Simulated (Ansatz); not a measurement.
MgTlF3:
```
CELL_PARAMETERS angstrom
      4.08023     0.00000     0.00000
      0.00000     4.08023     0.00000
      0.00000     0.00000     4.08023
ATOMIC_POSITIONS crystal
  Mg 0.00000 0.00000 0.00000
  Tl 0.50000 0.50000 0.50000
  F  0.50000 0.00000 0.00000
  F  0.00000 0.50000 0.00000
  F  0.00000 0.00000 0.50000
```

Relaxed with r²SCAN. Special points in fractions of this cell's reciprocal vectors: Γ (0.000, 0.000, 0.000); X (0.000, 0.500, 0.000); M (0.500, 0.500, 0.000); R (0.500, 0.500, 0.500).

Problem. List the band energies nearest the valence-band maximum at these points for r²SCAN (plane waves, PAW; program Ansatz).

Solution. In eV from the valence-band maximum; about four levels below and three above (degenerate sets whole), none deeper than 8.9 eV; points with the same levels are listed once.

```
k                                below                above
-  -----------------------------------  -------------------
Γ  -2.73 -2.73 -2.73 -2.60 -2.60 -2.60  9.30 9.32 9.32 9.32
X              -2.71 -2.50 -2.50 -0.05       4.65 8.72 8.72
M               -2.84 -2.84 -2.11 0.00       6.11 6.11 8.43
R              -2.15 -2.15 -2.15 -1.60       7.58 7.58 7.58
```

Space group Pm-3m (cubic perovskite). The first step of the workflow began from a Materials Project structure, measured or hypothetical; the Crystallography Open Database copy checked does not list it. Whether it is the stable phase at ambient conditions was not checked. Symmetry was held in the r²SCAN relaxation; its stability against distortions is not shown here. Spin–orbit coupling is left out wherever it is not named.

Potentials: the later of the program's two PAW sets.
